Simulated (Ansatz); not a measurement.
The elements of this relaxed trial crystal are hidden behind letters.

```
lattice vectors (Å)
   4.2160    0.0000    0.0000
   0.0000    4.2160    0.0000
   0.0000    0.0000    4.2160
fractional positions
X 0.0000 0.5000 0.5000
X 0.5000 0.0000 0.5000
X 0.5000 0.5000 0.0000
Z 0.0000 0.0000 0.0000
Q 0.5000 0.0000 0.0000
Q 0.0000 0.5000 0.0000
Q 0.0000 0.0000 0.5000
Q 0.5000 0.5000 0.5000
```

The calculation used DFT PBE, scalar-relativistic, plane waves, PAW (Ansatz). Settings of the last relaxation (8-atom cell): 420 eV, 10×10×10 k points, Gaussian smearing of 0.10 eV, no spin polarisation.

```
Space group                                 : Pm-3m (No. 221)
Conventional cell                           : a = 4.216 Å
Volume per atom                             : 9.37 Å³
Density                                     : 5.09 g/cm³
Energy over the elements                    : −0.86 eV/atom
Gap on the 10×10×10 mesh of the 8-atom cell : 0 eV (a metal)
```

Energies are uncorrected and count from the elements' standard states at the same level.

**Question.** X is a p-block element of period 3, Z is a d-block element of period 5 and Q is a p-block element of period 2. Which elements are they?

**Answer.** X = Al, Z = Nb, Q = N, so the formula is NbAl3N4. Density times volume gives a mean mass of 5.09 × 9.37/1.6605 = 28.7 u per atom, and this set has 28.7 u. Around Al lie 6 N at 2.11 Å, 4 Nb at 2.98 Å and 8 Al at 2.98 Å; Nb is surrounded by 6 N at 2.11 Å and 12 Al at 2.98 Å; N on a site of symmetry 4/mmm has 2 Nb at 2.11 Å and 4 Al at 2.11 Å; 1 more site not described. Other sets within the hints have nearly the same mass, so mass alone doesn't settle it; this one was computed.

Symmetry constrained the relaxation, so the result can be a saddle point.
